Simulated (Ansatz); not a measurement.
Here is the system:

Al3V:
```yaml
crystal:
  lattice:
    - [3.83286, 0.00000, 0.00000]
    - [0.00000, 3.83286, 0.00000]
    - [0.00000, 0.00000, 3.83286]
  atoms:
    - { symbol: Al, position: [0.50000, 0.50000, 0.00000] }
    - { symbol: Al, position: [0.00000, 0.50000, 0.50000] }
    - { symbol: Al, position: [0.50000, 0.00000, 0.50000] }
    - { symbol: V, position: [0.00000, 0.00000, 0.00000] }
```

This is the LDA-relaxed structure.

Question: All from LDA (plane waves, PAW; program Ansatz), unless another level is named. Give the Debye temperature from the elastic constants.

Answer: 584 K.

Question: And the highest zone-centre frequency?

Answer: 373 cm^-1.

Question: And the elastic constants (relaxed ions, GPa)?

Answer: C11 = 186, C12 = 102, C44 = 99.3.

Space group Pm-3m (Cu3Au type). The first step of the workflow began from a Materials Project structure, measured or hypothetical; the Crystallography Open Database copy checked does not list it. Whether it is the stable phase at ambient conditions was not checked. Symmetry was held in the LDA relaxation; its stability against distortions is not shown here. No spin polarisation was allowed. As this level gives no gap, shear constants depend on the k-mesh and smearing (Fermi–Dirac, 0.1 eV here). As this level gives no gap, phonon frequencies hold no LO–TO term and depend on the k-mesh and smearing (Fermi–Dirac, 0.1 eV here).

Potentials: the later of the program's two PAW sets.
